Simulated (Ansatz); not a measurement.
Input:

BP:
```cif
data_BP
_chemical_formula_sum 'B1 P1'
_space_group_name_H-M_alt 'P 1'
_space_group_IT_number 1
_cell_length_a 3.19627
_cell_length_b 3.19627
_cell_length_c 3.19627
_cell_angle_alpha 60.000
_cell_angle_beta 60.000
_cell_angle_gamma 60.000
loop_
_space_group_symop_operation_xyz
  'x, y, z'
loop_
_atom_site_label
_atom_site_type_symbol
_atom_site_fract_x
_atom_site_fract_y
_atom_site_fract_z
_atom_site_occupancy
B1 B 0.00000 0.00000 0.00000 1
P1 P 0.75000 0.75000 0.75000 1
```

This is the PBEsol-relaxed structure.

### Question
All from plane-wave PAW PBEsol (Ansatz code), unless another level is named. Predict the largest static χ(2) component.

### Answer
25 pm/V.

### Question
Give the electronic dielectric constant ε∞ (DFPT).

### Answer
9.30.

### Question
And the Born charges (a third of the trace)?

### Answer
B -0.56, P +0.56 e.

Space group F-43m (zinc blende). The PBEsol relaxation kept the symmetry of its start.

Potentials: the earlier of the program's two PAW sets. The files were generated under PBE; for other functionals the program regenerates the frozen cores, and for LDA and PBEsol the local potential too.
